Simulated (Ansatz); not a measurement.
HfSiO4:
```cif
data_Hf2O8Si2
_chemical_formula_sum 'Hf2 Si2 O8'
_space_group_name_H-M_alt 'P 1'
_space_group_IT_number 1
_cell_length_a 5.57878
_cell_length_b 5.57878
_cell_length_c 5.57878
_cell_angle_alpha 106.891
_cell_angle_beta 106.891
_cell_angle_gamma 114.765
loop_
_space_group_symop_operation_xyz
  'x, y, z'
loop_
_atom_site_label
_atom_site_type_symbol
_atom_site_fract_x
_atom_site_fract_y
_atom_site_fract_z
_atom_site_occupancy
Hf1 Hf 0.00000 0.00000 0.00000 1
Hf2 Hf 0.75000 0.25000 0.50000 1
Si1 Si 0.25000 0.75000 0.50000 1
Si2 Si 0.50000 0.50000 0.00000 1
O1 O 0.13473 0.31893 0.81581 1
O2 O 0.06893 0.75312 0.68419 1
O3 O 0.50312 0.31893 0.18419 1
O4 O 0.06893 0.38473 0.31581 1
O5 O 0.61527 0.93107 0.68419 1
O6 O 0.68107 0.86527 0.18419 1
O7 O 0.24688 0.93107 0.31581 1
O8 O 0.68107 0.49688 0.81581 1
```

Relaxed with PBE.

Which orbitals make up the states near the band edges in DFT-PBE in the program Ansatz with PAW potentials?

Top 1 eV of the valence band: O 2p 96 %. Bottom 1 eV of the conduction band: Hf 5d 77 %, O 2p 10 %. Projections are on Löwdin-orthogonalised atomic valence shells; empty p or d shells of many metals are not among them.

Tabulate the density of states.

States/eV per cell of 12 atoms, in 0.25 eV bins, energy from the valence-band maximum.

```csv
E (eV),total,O 2p,Hf 5d,Si 3p
-7.85,0.00,0.00,0.00,0.00
-7.60,0.06,0.04,0.00,0.00
-7.35,0.43,0.28,0.03,0.00
-7.10,1.80,1.16,0.17,0.01
-6.85,3.40,2.20,0.33,0.04
-6.60,1.95,1.28,0.16,0.02
-6.35,1.94,1.28,0.14,0.03
-6.10,2.82,1.88,0.16,0.04
-5.85,3.52,2.36,0.13,0.04
-5.60,1.10,0.77,0.10,0.09
-5.35,3.47,2.49,0.31,0.31
-5.10,8.94,6.46,0.85,0.88
-4.85,5.37,3.89,0.57,0.55
-4.60,7.20,5.39,0.70,0.69
-4.35,7.41,5.65,0.67,0.66
-4.10,3.74,2.81,0.37,0.31
-3.85,5.40,4.05,0.57,0.46
-3.60,7.94,6.23,0.80,0.50
-3.35,9.83,8.00,0.82,0.45
-3.10,7.16,5.79,0.62,0.34
-2.85,8.96,7.33,0.88,0.31
-2.60,7.71,6.39,0.85,0.17
-2.35,8.20,6.97,0.82,0.10
-2.10,10.98,9.51,0.95,0.13
-1.85,8.51,7.56,0.52,0.11
-1.60,7.47,6.72,0.42,0.09
-1.35,9.43,8.59,0.42,0.15
-1.10,12.96,12.04,0.42,0.18
-0.85,14.09,13.28,0.40,0.10
-0.60,10.74,10.30,0.20,0.05
-0.35,7.64,7.43,0.09,0.02
-0.10,1.82,1.79,0.01,0.00
0.15,0.00,0.00,0.00,0.00
0.40,0.00,0.00,0.00,0.00
0.65,0.00,0.00,0.00,0.00
0.90,0.00,0.00,0.00,0.00
1.15,0.00,0.00,0.00,0.00
1.40,0.00,0.00,0.00,0.00
1.65,0.00,0.00,0.00,0.00
1.90,0.00,0.00,0.00,0.00
2.15,0.00,0.00,0.00,0.00
2.40,0.00,0.00,0.00,0.00
2.65,0.00,0.00,0.00,0.00
2.90,0.00,0.00,0.00,0.00
3.15,0.00,0.00,0.00,0.00
3.40,0.00,0.00,0.00,0.00
3.65,0.00,0.00,0.00,0.00
3.90,0.00,0.00,0.00,0.00
4.15,0.00,0.00,0.00,0.00
4.40,0.00,0.00,0.00,0.00
4.65,0.00,0.00,0.00,0.00
4.90,0.00,0.00,0.00,0.00
5.15,0.00,0.00,0.00,0.00
5.40,4.89,0.37,3.92,0.36
5.65,7.81,0.84,6.21,0.41
5.90,3.03,0.44,2.24,0.11
6.15,4.09,0.36,3.01,0.12
6.40,10.71,0.92,7.91,0.36
6.65,7.90,0.74,5.42,0.38
6.90,6.00,0.62,3.81,0.35
7.15,5.52,0.65,3.36,0.25
7.40,5.15,0.76,2.59,0.46
7.65,7.17,1.20,4.06,0.46
7.90,6.62,1.28,3.95,0.27
8.15,2.79,0.44,1.45,0.15
8.40,2.33,0.31,1.02,0.21
8.65,3.53,0.50,1.74,0.31
8.90,4.68,0.82,2.08,0.47
9.15,3.28,0.59,1.10,0.59
9.40,8.32,1.70,1.69,2.83
9.65,7.46,1.71,1.39,2.73
9.90,7.32,1.57,1.48,2.66
10.15,2.82,0.51,0.64,0.89
```

Space group I4_1/amd. The cell was relaxed with PBE under the symmetry of its start. The run is not spin-polarised. Scalar-relativistic: spin–orbit coupling is off unless named, which matters more the heavier the elements.

Potentials: the later of the program's two PAW sets.
